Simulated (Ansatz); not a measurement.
Ansatz input

```yaml
crystal:
  lattice:
    - [6.98871559, 0.0, 0.0]
    - [-3.494357795, 6.0524052408, 0.0]
    - [0.0, 0.0, 4.1597447393]
  atoms:
    - { symbol: Ba, position: [0.0, 0.0, 1.0] }
    - { symbol: Ba, position: [0.3333333333, 0.6666666667, 0.5] }
    - { symbol: Ba, position: [0.6666666667, 0.3333333333, 0.5] }
hamiltonian:
  xc: pbesol
  pseudopotentials:
    kind: paw
    azcp:
      Ba: "pseudopotentials/Ba.paw.azcp"
basis:
  ecutwfc: 420
  fft_grid_basis: typed
kpoints:
  mp_grid: { grid: [7, 7, 10], shift: [0, 0, 0] }
magnetization:
  spin_polarized: false
scf:
  occupations: { method: fermi_dirac, width: 0.1 }
```

Terminal output

```
Warning: the record states the generating functional pbe (its physics header spells it `PBE`), which answers neither for hamiltonian.xc's functional nor for the pbesol family's — results may be inconsistent (PPs are generated against a specific XC)
Engine: ansatz 0.2.0, aarch64-unknown-linux-gnu
Pseudopotentials: kind: paw
Pseudopotential: Ba, paw, valence charge 10, recommended cutoff 420 eV (normal) 
Functional definition: PBEsol
  exchange = pbesol_x
  correlation = pbesol_c
Crystal: 3 atoms, lattice volume = 175.951 Å³
Basis set: ecut = 420 eV, 3463 PW (Γ)
Bands: 19, of which v1, the nominal top of the filled ones, is band 15 counted from 1 (14 counted from 0)
Symmetry: 24 space group operations
Space group: P6/mmm (ITA 191), of the structure as read, at distance tolerance 5.6e-5 Å
k-points: 48 of 490
Non-local potential: Ba, projectors of the file, l = 0: 3, l = 1: 2, l = 2: 2, l = 3: 2
PAW form: soft (Blöchl's): semilocal exchange-correlation on the pseudo side does not see the compensation charge
PAW frozen core: Ba, regenerated for the run's functional, and the local potential with it (the file was generated under x = pbe(κ = 0.804, μ = 0.2195149727645171), c = pbe(β = 0.06672455060314922))
PAW one-centre angular grid: Ba, 194 points (default); XC on 64 Gauss nodes
Initial density: superposition of atomic densities (neutral atoms: chi_scale 0, normalization atom), corrected by the library's trained network
Initial wavefunctions: pseudopotential atomic-orbital guess
Functional: x = pbesol(κ = 0.804, μ = 0.12345679012345678), c = pbesol(β = 0.046)
SCF iter   1: F=—  HF=-17587.767218 eV  |F-HF|=—  |Δ(HF+E_count)|=         —  Δρ=2.30e-3  dr2=3.59e-2  ethr=1.77e-3  ⟨swp⟩=7.7  Hψ=11488  notcnv=0
automatic band count: the SCF goes on with 23 bands, as 19 were too few: the levels above may hold too much charge
SCF iter   2: F=—  HF=-17587.763288 eV  |F-HF|=—  |Δ(HF+E_count)|=   3.93e-3  Δρ=1.40e-3  dr2=1.34e-2  ethr=1.20e-4  ⟨swp⟩=1.0  Hψ=1489  notcnv=0
SCF iter   3: F=—  HF=-17587.761128 eV  |F-HF|=—  |Δ(HF+E_count)|=   2.16e-3  Δρ=2.23e-4  dr2=1.16e-4  ethr=4.47e-5  ⟨swp⟩=2.0  Hψ=1230  notcnv=0
SCF iter   4: F=—  HF=-17587.761159 eV  |F-HF|=—  |Δ(HF+E_count)|=   3.15e-5  Δρ=9.36e-5  dr2=2.46e-5  ethr=3.87e-7  ⟨swp⟩=2.9  Hψ=1950  notcnv=0
SCF iter   5: F=—  HF=-17587.761162 eV  |F-HF|=—  |Δ(HF+E_count)|=   2.31e-6  Δρ=1.86e-5  dr2=9.98e-7  ethr=8.19e-8  ⟨swp⟩=2.0  Hψ=1776  notcnv=0
SCF iter   6: F=-17587.761162 eV  HF=-17587.761162 eV  |F-HF|=2.25e-8  |Δ(HF+E_count)|=   4.48e-8  Δρ=4.80e-6  dr2=8.66e-8  ethr=3.33e-10  ⟨swp⟩=3.0  Hψ=2777  notcnv=0
SCF 1 converged in 6 iterations: F = -17587.761162 eV  dr2 = 8.66e-8
SCF converged after 6 iterations
Free energy (F): -17587.761162 eV
Harris-Foulkes:  -17587.761162 eV  (|F-HF|=2.25e-8)
Internal energy: -17587.580548 eV  (E = F + TS)
E sigma→0 (E₀):  -17587.670855 eV
Entropy (-TS):   -0.180614 eV (-60.205 meV/atom)
Fermi energy:    6.283411 eV
--- Per-component energies (eV) ---
  E_band       = -237.899274
  E_kinetic    = 500.961888
  E_local      = -1085.150514  (includes V_loc(G=0)·N_el)
  E_nonlocal   = 175.650890
  E_hartree    = 341.202705
  E_xc         = -495.922415
  E_vxc        = -400.778499  (∫ρ·V_xc dr)
  E_paw        = -15421.550238  (= ΣΔE_a)
  E_vpaw       = -110.988727  (= ΣTr[D̂ρ^β])
  E_aug_tail   = -0.000006  (compensation charges beyond the density's cutoff)
  E_ewald      = -1603.227157
  E_core_change = 0.454299  (= ΣΔE_core)
  E_smearing   = -0.180614  (= −TS)
  E_closure    = 0.000000  (closes the sum)
  Σ components = -17587.761162   (vs F -17587.761162, Δ=0.00e0)
```
